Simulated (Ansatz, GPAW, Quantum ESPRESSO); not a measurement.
**ScNb: 3 runs at one level of theory**

```
CELL_PARAMETERS angstrom
3.06564 0.00000 0.00000
-1.53282 2.65493 0.00000
0.00000 0.00000 5.07219
ATOMIC_POSITIONS crystal
Nb 0.33859 0.65920 0.50034
Sc 0.99388 0.00724 0.00017
```

The cell comes from a database or a generator and needn't be the stable form of this composition.

Atoms were shifted at random by some hundredths of an Å from the given cell, which wasn't relaxed again for these runs.

Alike in all runs: task single point; functional PBE; k mesh 10 × 10 × 5; occupations fermi-dirac, width 0.05 eV; no spin polarisation; no spin-orbit coupling. Pressure is positive in compression and, in plane waves, holds the error of the finite cutoff, which Ansatz's Pulay term estimates and takes out.

```csv
program and potentials,plane-wave cutoff (eV),notes,pressure (GPa),energy over the undisturbed cell (meV/atom)
"Ansatz, Ansatz PAW",420,-,?,?
"Quantum ESPRESSO, SSSP 1.3 efficiency PBE",816,-,-0.15,0.69
"GPAW, GPAW PAW data sets (gpaw-data 1.2.1)",600,-,-0.47,0.73
```

Estimate from the other rows what the run with Ansatz, Ansatz PAW gave.

Pressure -0.19 GPa; energy over the undisturbed cell 0.68 meV/atom. Its pressure holds a Pulay term of +0.03 GPa. The other rows, which needn't bracket it: pressure -0.47 to -0.15; energy over the undisturbed cell 0.69 to 0.73.
